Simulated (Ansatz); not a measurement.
Si₂MoN₄:
```yaml
crystal:
  lattice:
    - [2.89206, 0.00000, 0.00000]
    - [-1.44603, 2.50460, 0.00000]
    - [0.00000, 0.00000, 20.66605]
  atoms:
    - { symbol: Mo, position: [0.33333, 0.66667, 0.25000] }
    - { symbol: Mo, position: [0.66667, 0.33333, 0.75000] }
    - { symbol: N, position: [0.66667, 0.33333, 0.31015] }
    - { symbol: N, position: [0.33333, 0.66667, 0.81015] }
    - { symbol: N, position: [0.33333, 0.66667, 0.68985] }
    - { symbol: N, position: [0.66667, 0.33333, 0.18985] }
    - { symbol: Si, position: [0.66667, 0.33333, 0.39431] }
    - { symbol: Si, position: [0.33333, 0.66667, 0.89431] }
    - { symbol: Si, position: [0.33333, 0.66667, 0.60569] }
    - { symbol: Si, position: [0.66667, 0.33333, 0.10569] }
    - { symbol: N, position: [0.00000, 0.00000, 0.41895] }
    - { symbol: N, position: [0.00000, 0.00000, 0.91895] }
    - { symbol: N, position: [0.00000, 0.00000, 0.58105] }
    - { symbol: N, position: [0.00000, 0.00000, 0.08105] }
```

Relaxed with PBE+D3(BJ). Special points in fractions of this cell's reciprocal vectors: Γ (0.000, 0.000, 0.000); M (0.500, 0.000, 0.000); K (0.333, 0.333, 0.000); A (0.000, 0.000, 0.500); L (0.500, 0.000, 0.500); H (0.333, 0.333, 0.500).

Task: List the band energies nearest the valence-band maximum at these points for PBE+D3(BJ) with spin–orbit coupling (plane waves, PAW; program Ansatz).

Result: In eV from the valence-band maximum; about four levels below and three above (degenerate sets whole), none deeper than 8.9 eV; points with the same levels are listed once.

| k | below | above |
|---|---|---|
| Γ | -0.13 -0.13 0.00 0.00 | 2.70 2.70 2.70 2.70 |
| M | -1.12 -1.12 -1.05 -1.05 | 2.30 2.30 2.39 2.39 |
| K | -0.46 -0.46 -0.32 -0.32 | 1.72 1.72 1.72 1.72 |
| A | -0.06 -0.06 -0.06 -0.06 | 2.70 2.70 2.70 2.70 |
| L | -1.08 -1.08 -1.08 -1.08 | 2.34 2.34 2.34 2.34 |
| H | -0.45 -0.45 -0.32 -0.32 | 1.72 1.72 1.72 1.72 |

Space group P6_3/mmc. The start of the workflow was typed in or built on a structure type; neither database checked (COD, Materials Project) lists it. Its standing as an ambient phase is unchecked. The PBE+D3(BJ) relaxation kept the symmetry of its start; whether a distortion lowers the energy is not shown. The workflow began spin-polarised and lost its moments.

Potentials: the later of the program's two PAW sets.
